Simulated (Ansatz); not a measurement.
Crystals of one structure type (rock salt) and one family of elements, relaxed and computed with PBE in the plane-wave PAW code Ansatz.

| crystal | gap (eV) | electron conductivity mass (mₑ) |
|---|---|---|
| KI | 3.86 | 0.34 |
| RbBr | 4.19 | ? |
| KBr | 4.31 | 0.39 |
| RbCl | 4.83 | 0.44 |
| LiBr | 4.91 | 0.35 |
| LiCl | 6.26 | 0.47 |
| LiF | 8.83 | 0.86 |

Fit a straight line to ln m* against ln E_g and predict the withheld value.

Least squares on the 6 shown rows: ln m* = 1.07 × ln E_g + (-2.581), with a scatter of 11 %. For RbBr this gives 0.35. The run itself gave 0.39, within the scatter.

All cells were relaxed under the symmetry of their starts (and spin orders); stability against distortions was not tested throughout. Scalar-relativistic: spin–orbit coupling is off unless named, which matters more the heavier the elements.

Potentials: the later of the program's two PAW sets.
